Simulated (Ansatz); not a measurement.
A geometry of La2O3 away from equilibrium: step 3 of the relaxation of a generated trial cell of La2O3 in the AFLOW prototype A3B2_hP5_164_ad_d (D5_13, as in Al3Ni2). Method: PBE (plane waves to 420 eV, PAW, scalar-relativistic; Ansatz, a quantum-chemistry and plane-wave program). Γ-centred k-mesh 6×6×5 on the run's cell (coarser than for final values), Fermi–Dirac smearing 0.05 eV. The plane waves were selected for a different cell earlier on the path.

```
CELL_PARAMETERS angstrom
      4.21459     0.00000     0.00000
     -2.10729     3.64994     0.00000
      0.00000     0.00000     5.17037
ATOMIC_POSITIONS crystal
  O  0.00000 0.00000 0.00000
  O  0.33333 0.66667 0.66984
  O  0.66667 0.33333 0.33016
  La 0.33333 0.66667 0.22407
  La 0.66667 0.33333 0.77593
```

### Question
Give the Cartesian forces on all atoms (eV/Å).

### Answer
```json
[
 {"atom": "O1", "Fx": "0.00", "Fy": "0.00", "Fz": "0.00"},
 {"atom": "O2", "Fx": "0.00", "Fy": "0.00", "Fz": "0.21"},
 {"atom": "O3", "Fx": "0.00", "Fy": "0.00", "Fz": "-0.21"},
 {"atom": "La4", "Fx": "0.00", "Fy": "0.00", "Fz": "0.85"},
 {"atom": "La5", "Fx": "0.00", "Fy": "0.00", "Fz": "-0.85"}
]
```

The path ends in P-3m1 (No. 164). No spin polarisation in the result.

The run could not lose the symmetry of its start; a randomly shaken copy of 10 atoms returns to this structure.

The first start was generated by placing the elements on the sites of a structure type. Materials Project lists a structure of La2O3 in the same space group, P-3m1 (No. 164); the sites were not compared with it, nor with measured phases.
